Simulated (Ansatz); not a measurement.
RhPb (space group P6/mmm)

```
CELL_PARAMETERS angstrom
      5.66305     0.00000     0.00000
     -2.83152     4.90434     0.00000
      0.00000     0.00000     4.44174
ATOMIC_POSITIONS crystal
  Rh 0.00000 0.50000 0.00000
  Rh 0.50000 0.00000 0.00000
  Rh 0.50000 0.50000 0.00000
  Pb 0.66667 0.33333 0.50000
  Pb 0.33333 0.66667 0.50000
  Pb 0.00000 0.00000 0.00000
```

The slice is a (-1 1 0 0) plane (indices of the conventional cell) through the point (0.333, 0.667, 0.500) (fractional), spanned by u = [001] and v = [110] in vectors of this cell: u (4.44 Å) and v (5.66 Å, at 90° to u). It covers one period; positions are fractions (u, v).

The numbers are results of PBEsol (plane waves to 420 eV, PAW, scalar-relativistic; Ansatz, a quantum-chemistry and plane-wave program), not measurements. k mesh 10×10×11. Near the nuclei the fields are pseudised (PAW); where an atom keeps semicore shells as valence, they peak there. RhPb is run without spin polarisation. RhPb was relaxed with its symmetry unable to fall. Spin-orbit coupling is left out, though Pb is heavy.

Three fields on this plane, each scaled to ten steps between its own extremes (0 low, 9 high; the total valence density on a logarithmic scale, the potential cut 8 eV below its top; x marks points blanked near nuclei; v = 0 in the bottom row):

Map A
```
|xxxxxx88754333345788xxxxx|
|xxxxxx87653333335678xxxxx|
|xxxxx9875433333345789xxxx|
|xxxx987643333333346789xxx|
|xxx987754335xx533457789xx|
|9987776434xxxxxx434677789|
|7767665445xxxxxx544566767|
|5555554446xxxxxx644455555|
|3333444457xxxxxx754444333|
|1112334456xxxxxx654433211|
|000123344567xx76544332100|
|0001123444444444444321100|
|0000123344433334443321000|
|0000123344444444443321000|
|0000113445566665544311000|
|0000113455667766554311000|
|0000113445566665544311000|
|0000123344444444443321000|
|0000123344433334443321000|
|0001123444444444444321100|
|000123344567xx76544332100|
|1112334456xxxxxx654433211|
|3333444457xxxxxx754444333|
|5555554446xxxxxx644455555|
|7767665445xxxxxx544566767|
|9987776434xxxxxx434677789|
|xxx987754335xx533457789xx|
|xxxx987643333333346789xxx|
|xxxxx9875433333345789xxxx|
|xxxxxx87653333335678xxxxx|
|xxxxxx88754333345788xxxxx|
|xxxxxx88764333346788xxxxx|
```

Map B
```
|xxxxxx87555555555578xxxxx|
|xxxxxx86555555555568xxxxx|
|xxxxx9766666776666679xxxx|
|xxxx986666788887666689xxx|
|xxx986666789xx987666689xx|
|8877655678xxxxxx876556778|
|5555445679xxxxxx976544555|
|3333334579xxxxxx975433333|
|2222234579xxxxxx975432222|
|0111123568xxxxxx865321111|
|000012345789xx98754321000|
|0000012356788887653210000|
|0000012345667766543210000|
|0000011234555555432110000|
|0000011233455554332110000|
|0000001233445544332100000|
|0000011233455554332110000|
|0000011234555555432110000|
|0000012345667766543210000|
|0000012356788887653210000|
|000012345789xx98754321000|
|0111123568xxxxxx865321111|
|2222234579xxxxxx975432222|
|3333334579xxxxxx975433333|
|5555445679xxxxxx976544555|
|8877655678xxxxxx876556778|
|xxx986666789xx987666689xx|
|xxxx986666788887666689xxx|
|xxxxx9766666776666679xxxx|
|xxxxxx86555555555568xxxxx|
|xxxxxx87555555555578xxxxx|
|xxxxxx97555455455579xxxxx|
```

Map C
```
|xxxxxx02578888887520xxxxx|
|xxxxxx03677777777630xxxxx|
|xxxxx0045655445565400xxxx|
|xxxx002454310013454200xxx|
|xxx002454200xx002454200xx|
|0000245530xxxxxx035542000|
|1124566530xxxxxx035665421|
|5567777530xxxxxx035777765|
|7788888630xxxxxx036888887|
|8899998740xxxxxx047899998|
|999999986300xx00368999999|
|9999999875310013578999999|
|8899999987544445789999998|
|8889999998766667899999988|
|8889999998877778899999988|
|8889999999887788999999988|
|8889999998877778899999988|
|8889999998766667899999988|
|8899999987544445789999998|
|9999999875310013578999999|
|999999986300xx00368999999|
|8899998740xxxxxx047899998|
|7788888630xxxxxx036888887|
|5567777530xxxxxx035777765|
|1124566530xxxxxx035665421|
|0000245530xxxxxx035542000|
|xxx002454200xx002454200xx|
|xxxx002454310013454200xxx|
|xxxxx0045655445565400xxxx|
|xxxxxx03677777777630xxxxx|
|xxxxxx02578888887520xxxxx|
|xxxxxx02578888887520xxxxx|
```

Assign the maps to these fields: electron localisation function (ELF); valence electron density; electrostatic potential energy of an electron, from the cell's mean.

A is the electron localisation function (ELF); B is the valence electron density; C is the electrostatic potential energy of an electron, from the cell's mean.
